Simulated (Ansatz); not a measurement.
Suppose MgTiC4N4 takes space group P-43m (No. 215), with Mg on 1a; Ti on 1b; C on 4e; N on 4e. Recipe of this trial structure of MgTiC4N4: two interpenetrating cyanide-bridged diamond nets.

Method: DFT PBE, scalar-relativistic, plane waves, PAW (Ansatz). Cutoff 420 eV, Γ-centred mesh, Gaussian smearing, collinear spin.

Energies over the elements count from the elements' standard structures at the same level (N₂ as a molecule), with no fitted energy shifts.

**Question.** Predict the relaxed structure.

**Answer.**

Space group P-43m (No. 215). a = 6.229 Å, b = 6.229 Å, c = 6.229 Å, α = 90.00°, β = 90.00°, γ = 90.00°
```csv
atom,site,symmetry,x,y,z
Mg,1a,-43m,0.0000,0.0000,0.0000
Ti,1b,-43m,0.5000,0.5000,0.5000
C,4e,.3m,0.2020,0.2020,0.2020
N,4e,.3m,0.3108,0.3108,0.3108
```

Around Mg lie 4 C at 2.18 Å; around Ti lie 4 N at 2.04 Å; around C lie 1 N at 1.17 Å and 1 Mg at 2.18 Å; N is surrounded by 1 C at 1.17 Å and 1 Ti at 2.04 Å. Another local minimum with the same sites may exist.

**Question.** Where does its energy lie, and is it a metal?

**Answer.** The energy over the elements is +0.058 eV/atom, the gap on the 6×6×6 mesh of the 10-atom cell is 0.71 eV and the net moment per atom is 0.20 μB. The moment by site is Ti 1.0 μB. The separate elements lie lower, so it is unstable against them.

The last run used collinear spin and Gaussian smearing of 0.02 eV. Kohn–Sham gaps at this level usually fall short of measured ones. The reference form of C is held partly by dispersion forces, which this level lacks. Another magnetic order may lie lower. Symmetry constrained the relaxation, so the result can be a saddle point. Site moments count only spheres around the atoms; the net moment includes the space between them.
